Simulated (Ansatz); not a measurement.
Sb (A7 (α-As type)), relaxed and computed with several functionals in Ansatz (plane waves, PAW). Much of their spread follows the volume that each gives.

| functional | V (Å³/atom) | K_Hill (GPa) |
|---|---|---|
| PBE | 31.87 | 32.6 |
| PBEsol | 29.83 | 42.8 |
| PBE+D3(BJ) | 29.79 | ? |
| r²SCAN | 31.58 | 32.7 |

Task: Fit a straight line to ln K against ln V and predict the withheld value.

Result: Least squares on the 3 shown rows: ln K = -4.33 × ln V + (18.456), with a scatter of 1.5 %. For PBE+D3(BJ) this gives 42.9. The run itself gave 43.1, a miss of 0.5 % of that.

All cells were relaxed under the symmetry of their starts (and spin orders); stability against distortions was not tested throughout. Scalar-relativistic: spin–orbit coupling is off unless named, which matters more the heavier the elements.

Potentials: the later of the program's two PAW sets.

Ansatz (an electronic-structure program) is a plane-wave DFT program.
